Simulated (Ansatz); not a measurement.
**K (P4/mmm), clamped-ion strain scan**

Level of theory: DFT LDA, scalar-relativistic, plane waves, PAW (Ansatz 0.2.0). Settings: plane waves to 420 eV, k-mesh 6×6×12 (Γ-centred), Gaussian smearing 0.15 eV. No spin polarisation. Energies are free energies at this smearing, counted from the undisturbed cell; pressure is positive in compression.

Zero of the scan (as given, not relaxed at this level; it stands at 0.0 GPa; this form isn't the usual structure):

```
K
1.0
    10.07961    0.00000    0.00000
     0.00000   10.07961    0.00000
     0.00000    0.00000    4.32460
K
1
Direct
  0.00000 0.00000 0.00000
```

The cell is strained by ε times the Voigt pattern (1, 1, 0, 0, 0, 0) (xx, yy, zz, yz, xz, xy; engineering shear) with fractional coordinates fixed. The cell is metallic on the mesh throughout.

```tsv
ε	ΔE (meV/atom)	stress summed along the pattern (GPa, tension positive)	pressure (GPa)
-0.1000	-5.0	0.03	-0.1
-0.0500	-1.8	0.02	-0.1
0.0000	0.0	0.01	0.0
0.0250	?	0.01	0.0
0.0750	1.3	0.00	0.0
```

Q: Give the withheld values.

A: ΔE (meV/atom) at ε = 0.0250: 0.6.